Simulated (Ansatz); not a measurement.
# ZrAg2 under strain

These are results of Ansatz, DFT PBEsol, scalar-relativistic, plane waves, PAW, not measurements. Run with 420 eV cutoff, 10×10×4 k-mesh, Gaussian smearing of 0.10 eV, no spin polarisation.

Reference structure (relaxed):

```
CELL_PARAMETERS angstrom
3.51171 0.00000 0.00000
0.00000 3.51171 0.00000
0.00000 0.00000 8.90031
ATOMIC_POSITIONS crystal
Zr 0.00000 0.00000 0.00000
Zr 0.50000 0.50000 0.50000
Ag 0.50000 0.50000 0.17234
Ag 0.00000 0.00000 0.32766
Ag 0.00000 0.00000 0.67234
Ag 0.50000 0.50000 0.82766
```

Deformation: shear that moves c along a by the strain times its height over the a-b plane, the cell held and the atoms relaxed, all within the symmetry that the strain leaves. Energies are extrapolated to zero smearing.

**Question.** Give the structure at +1.0 %.

**Answer.**
```
CELL_PARAMETERS angstrom
3.51171 0.00000 0.00000
0.00000 3.51171 0.00000
0.08900 0.00000 8.90031
ATOMIC_POSITIONS crystal
Zr 0.00000 0.00000 0.00000
Zr 0.50000 0.50000 0.50000
Ag 0.50000 0.50000 0.17234
Ag 0.00000 0.00000 0.32766
Ag 0.00000 0.00000 0.67234
Ag 0.50000 0.50000 0.82766
```
Space group C2/m (12), 0.4 meV/atom over the relaxed crystal.